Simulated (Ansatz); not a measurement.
Ansatz input

```yaml
crystal:
  lattice:
    - [5.5678203221, 0.0, 0.0]
    - [-2.783910161, 4.8218738427, 0.0]
    - [0.0, 0.0, 3.4875184807]
  atoms:
    - { symbol: Lu, position: [0.0, 0.0, 0.0] }
    - { symbol: Lu, position: [0.3333333333, 0.6666666667, 0.5] }
    - { symbol: Lu, position: [0.6666666667, 0.3333333333, 0.5] }
hamiltonian:
  xc: r2scan
  pseudopotentials:
    kind: paw
    azcp:
      Lu: "pseudopotentials/Lu.paw.azcp"
basis:
  ecutwfc: 500
  fft_grid_basis: typed
kpoints:
  mp_grid: { grid: [8, 8, 11], shift: [0, 0, 0] }
magnetization:
  spin_polarized: false
scf:
  occupations: { method: fermi_dirac, width: 0.1 }
  lower_state_search: "off"
output:
  stress: true
```

and its output:

```
Engine: ansatz 0.2.0, x86_64-unknown-linux-gnu
Pseudopotentials: kind: paw
Pseudopotential: Lu, paw, valence charge 25, recommended cutoff 500 eV (meta_gga) 
Functional definition: r2SCAN
  parameter k0 = 0.174
  parameter k1 = 0.065
  parameter a1 = 4.9479
  exchange = r2scan_x(k0 = k0, k1 = k1, a1 = a1)
  correlation = r2scan_c
Crystal: 3 atoms, lattice volume = 93.631 Å³
Basis set: ecut = 500 eV, 2359 PW (Γ), exchange–correlation on 180×180×108 points (64 copies of the dense FFT grid, shifted against one another)
Bands: 45, of which v1, the nominal top of the filled ones, is band 38 counted from 1 (37 counted from 0)
Symmetry: 24 space group operations
Space group: P6/mmm (ITA 191), of the structure as read, at distance tolerance 4.5e-5 Å
k-points: 60 of 704
Non-local potential: Lu, projectors of the file, l = 0: 3, l = 1: 2, l = 2: 2, l = 3: 3
PAW form: soft (Blöchl's): semilocal exchange-correlation on the pseudo side does not see the compensation charge
PAW frozen core: Lu, regenerated for the run's functional (the file was generated under x = pbe(κ = 0.804, μ = 0.2195149727645171), c = pbe(β = 0.06672455060314922))
PAW one-centre angular grid: Lu, 974 points (default); XC on 160 Gauss nodes
Initial density: superposition of atomic densities (neutral atoms: chi_scale 0, normalization atom), corrected by the library's trained network
Initial wavefunctions: pseudopotential atomic-orbital guess
Functional: x = r2scan, c = r2scan; τ floored in thin density (d = 2e-4 eV/Å³)
SCF iter   1: F=-44230.743077 eV  HF=-44230.912461 eV  |F-HF|=1.69e-1  |Δ(HF+E_count)|=         —  Δρ=9.43e-3  dr2=5.51e-2  dr2_τ=2.74e-2  ethr=1.77e-3  ⟨swp⟩=5.8  Hψ=9973  notcnv=0
SCF iter   2: F=-44230.841241 eV  HF=-44230.889692 eV  |F-HF|=4.85e-2  |Δ(HF+E_count)|=   2.28e-2  Δρ=6.24e-3  dr2=2.17e-2  dr2_τ=6.65e-3  ethr=7.34e-5  ⟨swp⟩=3.1  Hψ=8784  notcnv=0
SCF iter   3: F=-44230.879184 eV  HF=-44230.877621 eV  |F-HF|=1.56e-3  |Δ(HF+E_count)|=   1.21e-2  Δρ=3.88e-3  dr2=1.01e-2  dr2_τ=4.92e-4  ethr=2.89e-5  ⟨swp⟩=2.0  Hψ=5312  notcnv=0
SCF iter   4: F=-44230.879930 eV  HF=-44230.881407 eV  |F-HF|=1.48e-3  |Δ(HF+E_count)|=   3.79e-3  Δρ=9.03e-4  dr2=5.78e-4  dr2_τ=4.69e-5  ethr=1.35e-5  ⟨swp⟩=2.0  Hψ=5225  notcnv=0
SCF iter   5: F=-44230.881084 eV  HF=-44230.881236 eV  |F-HF|=1.52e-4  |Δ(HF+E_count)|=   1.71e-4  Δρ=3.66e-4  dr2=1.18e-4  dr2_τ=3.40e-6  ethr=7.71e-7  ⟨swp⟩=2.0  Hψ=5235  notcnv=0
SCF iter   6: F=-44230.880899 eV  HF=-44230.881356 eV  |F-HF|=4.57e-4  |Δ(HF+E_count)|=   1.21e-4  Δρ=3.03e-4  dr2=6.24e-5  dr2_τ=9.32e-6  ethr=1.58e-7  ⟨swp⟩=2.0  Hψ=5155  notcnv=0
SCF iter   7: F=-44230.881212 eV  HF=-44230.881231 eV  |F-HF|=1.89e-5  |Δ(HF+E_count)|=   1.25e-4  Δρ=8.20e-5  dr2=2.05e-6  dr2_τ=2.32e-7  ethr=8.32e-8  ⟨swp⟩=2.0  Hψ=5319  notcnv=0
SCF iter   8: F=-44230.881224 eV  HF=-44230.881225 eV  |F-HF|=1.33e-6  |Δ(HF+E_count)|=   5.47e-6  Δρ=1.56e-5  dr2=2.55e-7  dr2_τ=1.55e-8  ethr=2.73e-9  ⟨swp⟩=2.0  Hψ=5184  notcnv=0
SCF iter   9: F=-44230.881225 eV  HF=-44230.881225 eV  |F-HF|=4.76e-8  |Δ(HF+E_count)|=   2.08e-7  Δρ=5.07e-6  dr2=3.58e-8  dr2_τ=1.44e-9  ethr=1.33e-10  ⟨swp⟩=6.0  Hψ=14156  notcnv=0
SCF iter  10: F=-44230.881225 eV  HF=-44230.881225 eV  |F-HF|=6.55e-10  |Δ(HF+E_count)|=   1.70e-9  Δρ=1.20e-6  dr2=1.70e-9  dr2_τ=3.10e-11  ethr=4.77e-11  ⟨swp⟩=5.0  Hψ=11925  notcnv=0
SCF 1 converged in 10 iterations: F = -44230.881225 eV  dr2 = 1.70e-9
SCF converged after 10 iterations
Free energy (F): -44230.881225 eV
Harris-Foulkes:  -44230.881225 eV  (|F-HF|=6.55e-10)
Internal energy: -44230.721574 eV  (E = F + TS)
E sigma→0 (E₀):  -44230.801400 eV
Entropy (-TS):   -0.159651 eV (-53.217 meV/atom)
Fermi energy:    12.564647 eV
--- Per-component energies (eV) ---
  E_band       = -140.739230
  E_kinetic    = 1249.545795
  E_local      = -20721.213330  (includes V_loc(G=0)·N_el)
  E_nonlocal   = 1711.013211
  E_hartree    = 8676.962200
  E_xc         = -639.038768
  E_vxc        = -870.063985  (∫ρ·V_xc dr)
  E_paw        = -22150.669189  (= ΣΔE_a)
  E_vpaw       = 1088.506906  (= ΣTr[D̂ρ^β])
  E_aug_tail   = 0.000040  (compensation charges beyond the density's cutoff)
  E_vtau       = 47.547821  (kinetic-family band-sum trace: ∫τ·v_τ [+ j·A + Jᵃ·Aᵃ] dr)
  E_ewald      = -12359.354104
  E_core_change = 2.032569  (= ΣΔE_core)
  E_smearing   = -0.159651  (= −TS)
  E_closure    = 0.000000  (closes the sum)
  Σ components = -44230.881225   (vs F -44230.881225, Δ=0.00e0)
--- Stress (GPa, compression-positive) ---
       -3.051064       0.000000       0.000000
        0.000000      -3.051064       0.000000
        0.000000       0.000000      -3.232846
  P = ⅓ Tr σ = -3.1117 GPa (-31.117 kbar)
```

Launched by

```sh
ansatz run input.yaml --threads 1 --pin off --max-ram 3584MiB --backend cpu --events-out ev --progress --plain --runs-dir out
```

On 1 thread of Intel(R) Xeon(R) Platinum 8259CL CPU @ 2.50GHz (Skylake/Cascade Lake) (shared host) this took about 70 s of wall time and 70 s of CPU time.
